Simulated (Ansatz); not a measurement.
**Two states of VF$_{3}$**

```xyz
8
Lattice="2.5501 1.4723 4.4206 -2.5501 1.4723 4.4206 0.0000 -2.9446 4.4206" Properties=species:S:1:pos:R:3 pbc="T T T"
V     0.0000    0.0000    0.0000
V     0.0000    0.0000    6.6309
F    -0.5095    1.4723    7.7360
F    -1.0203   -1.1774    7.7360
F     1.5298   -0.2949    7.7360
F     0.5095   -1.4723    5.5257
F     1.0203    1.1774    5.5257
F    -1.5298    0.2949    5.5257
```

Method: r2SCAN; PAW, plane waves to 500 eV, 4×4×4 Γ-centred mesh, fermi-dirac occupations (width 0.1 eV) (Ansatz 0.2.0), atoms fixed.

State A: V1 up, V2 down (collinear spin). State B: V1 up, V2 up (collinear spin).

Problem. Compare the two self-consistent states.

Solution. State B is lower by 5.8 meV an atom at zero smearing; in free energy at this smearing B lies -7.4 meV an atom from A.

| state | free energy (meV/atom) | largest moment in a small sphere (μB) | net moment (μB/cell) | gap on mesh (eV) | pressure (GPa) | largest force (eV/Å) |
| --- | --- | --- | --- | --- | --- | --- |
| A | 7.4 | 1.48 | 0.00 | 0.80 | 5.4 | 0.26 |
| B | 0.0 | 1.53 | 4.00 | 0.45 | 4.9 | 0.44 |

Origin: a database entry at a rescaled volume. Caveats: the state breaks the symmetry of the cell.
